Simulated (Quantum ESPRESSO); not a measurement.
pw.x input (Quantum ESPRESSO 7.5; PBEsol, PseudoDojo standard norm-conserving files, scalar-relativistic):

```
&CONTROL
  calculation = 'scf'
  pseudo_dir = './pseudo'
  outdir = './out'
  tprnfor = .true.
  tstress = .true.
/
&SYSTEM
  ibrav = 0
  nat = 7
  ntyp = 4
  ecutwfc = 84.0
  ecutrho = 336.0
  occupations = 'smearing'
  smearing = 'fd'
  degauss = 0.002
  nbnd = 39
/
&ELECTRONS
  conv_thr = 7.000000000000001e-10
/
ATOMIC_SPECIES
N 14.0070 N.upf
O 15.9990 O.upf
Zn 65.3800 Zn.upf
Ba 137.3270 Ba.upf
CELL_PARAMETERS angstrom
  4.149770000000   0.000000000000   0.000000000000
  0.000000000000   4.149770000000   0.000000000000
  0.000000000000   0.000000000000   9.292830000000
ATOMIC_POSITIONS crystal
N   0.500000000000   0.500000000000   0.800540000000
N   0.500000000000   0.500000000000   0.199460000000
O   0.000000000000   0.000000000000   0.500000000000
Zn   0.500000000000   0.500000000000   0.000000000000
Ba   0.000000000000   0.000000000000   0.217880000000
Ba   0.000000000000   0.000000000000   0.782120000000
Ba   0.500000000000   0.500000000000   0.500000000000
K_POINTS automatic
6 6 4 0 0 0
```

End of the output:

```

[...]
     the Fermi energy is     9.1447 ev
!    total energy              =    -660.56495225 Ry
     estimated scf accuracy    <          6.3E-10 Ry
     smearing contrib. (-TS)   =      -0.00000025 Ry
     internal energy E=F+TS    =    -660.56495201 Ry
     The total energy is F=E-TS. E is the sum of the following terms:
     one-electron contribution =    -465.80096107 Ry
     hartree contribution      =     259.00862626 Ry
     xc contribution           =    -103.93026706 Ry
     ewald contribution        =    -349.84235014 Ry
     convergence has been achieved in  15 iterations
     Forces acting on atoms (cartesian axes, Ry/au):
     atom    1 type  1   force =     0.00000000    0.00000000    0.00858038
     atom    2 type  1   force =     0.00000000    0.00000000   -0.00858038
     atom    3 type  2   force =     0.00000000    0.00000000    0.00000000
     atom    4 type  3   force =     0.00000000    0.00000000    0.00000000
     atom    5 type  4   force =     0.00000000    0.00000000    0.00827014
     atom    6 type  4   force =     0.00000000    0.00000000   -0.00827014
     atom    7 type  4   force =     0.00000000    0.00000000    0.00000000
     Total force =     0.016853     Total SCF correction =     0.000013
     Computing stress (Cartesian axis) and pressure
          total   stress  (Ry/bohr**3)                   (kbar)     P=      -41.47
  -0.00023833   0.00000000   0.00000000          -35.06        0.00        0.00
   0.00000000  -0.00023833   0.00000000            0.00      -35.06        0.00
   0.00000000   0.00000000  -0.00036900            0.00        0.00      -54.28
```
In a gapped system the printed Fermi energy is only some level inside the gap.

Geometry of the Materials Project entry, not relaxed at this level.
